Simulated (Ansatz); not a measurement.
**Question.** Each is relaxed and computed with the program Ansatz at the PBE level (PAW). Which alone has a direct gap?
(A) BN, zinc blende
(B) Si3N4, Fd-3m (Si on 16c, Si on 8b, N on 32e)
(C) Ga2O3, corundum
(D) GaN, wurtzite

**Answer.** D, GaN, wurtzite. GaN: gap 1.71 eV (direct); Si3N4: gap 3.34 eV (indirect); BN: gap 4.46 eV (indirect); Ga2O3: gap 2.40 eV (indirect). All cells were relaxed under the symmetry of their starts (and spin orders); stability against distortions was not tested throughout. Scalar-relativistic: spin–orbit coupling is off unless named, which matters more the heavier the elements.

Potentials: the earlier of the program's two PAW sets.
